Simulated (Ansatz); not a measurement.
BAs in space group Pm-3n (No. 223; B on 6c, As on 6d), DFT-PBE in the program Ansatz with PAW potentials, all energies at zero smearing, with the estimated change up to a 700 eV cutoff added, with one set of potentials and settings (totals compare only within such a set). Cell of 12 atoms (6 B, 6 As): -30069.575 eV.

```json
[
 {"element": "B", "reference phase": "R-3m, 12 atoms in the cell", "E (eV/atom)": "-155.9170"},
 {"element": "As", "reference phase": "R-3m, 2 atoms in the cell", "E (eV/atom)": "-4856.1443"}
]
```

Formation energy per atom, worked out: (-30069.575 − 6×(-155.9170) − 6×(-4856.1443))/12 = 0.233 eV/atom (22 kJ per mol of atoms), at 0 K, without zero-point energy or fitted corrections.

The start of the workflow was typed in or built on a structure type; neither database checked (COD, Materials Project) lists it. It is not the phase usual at ambient conditions (space group No. 216). The PBE relaxation kept the symmetry of its start; whether a distortion lowers the energy is not shown. Its formation energy is positive at this level, so the cell may be metastable or incomplete. The references are the lowest solids computed at this level, not always the standard phases.

Potentials: the earlier of the program's two PAW sets.
